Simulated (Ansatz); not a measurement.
Input:

Starting cell, WC (WC type, space group P-6m2):

```
WC
1.0
    2.92185     0.00000     0.00000
   -1.46093     2.53040     0.00000
    0.00000     0.00000     2.84710
W C
1 1
Direct
  0.00000   0.00000   0.00000
  0.66667   0.33333   0.50000
```

In this cell atom 2 (C, nearest neighbour W at 2.207 Å; its periodic images, 2.8 Å or more away, move with it) is moved by s along Cartesian [110], unit vector (0.707, 0.707, 0.000); all other atoms and the cell stay fixed.

Computed with PBE (plane waves to 420 eV, PAW, scalar-relativistic; Ansatz, a quantum-chemistry and plane-wave program). k mesh 15×15×13 (Γ-centred), Fermi-Dirac smearing 0.05 eV. The energy includes the smearing's −TS. Left out: 1 of 11 points, with atoms too close for the PAW data. With partly filled bands, energies and forces of such displacements shift with the k mesh and the smearing. Spin-orbit coupling is left out, though W is heavy. WC is run without spin polarisation. WC was relaxed with its symmetry unable to fall. ΔE is measured from the undisplaced structure.

The scan covers s from -0.528 to 0.660 Å in 10 points.

Q: Is the energy the same for displacements of ±0.528 Å, and if not, which side lies higher?

A: Not even: the negative side lies higher at ±0.528 Å. With its periodic images moving along, the atom's site symmetry in this cell is -6m2.

Q: What is the energy change at s = 0.660 Å?

A: 2052 meV/cell.

Q: What is the force constant k = d²E/ds² of this move at s = 0?

A: 15.1 eV/Å².

(A displaced cell: forces are minus the slopes of the energy, force constants its curvatures, and phonons follow from these.)
